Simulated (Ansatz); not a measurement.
Zn₉Ga₃Mo₂ in space group P-3m1 (No. 164; Zn on 3e, Zn on 6i, Ga on 3f, Mo on 2d), PBE in the plane-wave PAW code Ansatz, all energies at zero smearing, with the estimated change up to a 700 eV cutoff added, with one set of potentials and settings (totals compare only within such a set). Cell of 14 atoms (9 Zn, 3 Ga, 2 Mo): -51134.033 eV.

| element | reference phase | E (eV/atom) |
|---|---|---|
| Zn | C2/m, 3 atoms in the cell | -3319.0322 |
| Ga | Cmce, 4 atoms in the cell | -3783.0259 |
| Mo | Im-3m, 1 atoms in the cell | -4956.0557 |

Formation energy per atom, worked out: (-51134.033 − 9×(-3319.0322) − 3×(-3783.0259) − 2×(-4956.0557))/14 = -0.111 eV/atom (-11 kJ per mol of atoms), at 0 K, without zero-point energy or fitted corrections.

The workflow started from a Materials Project entry (that database holds measured and hypothetical structures alike); the Crystallography Open Database copy checked does not list it. Whether it is the stable phase at ambient conditions was not checked. Symmetry was held in the PBE relaxation; its stability against distortions is not shown here. No spin polarisation was allowed. The references are the lowest solids computed at this level, not always the standard phases.

Potentials: the earlier of the program's two PAW sets.
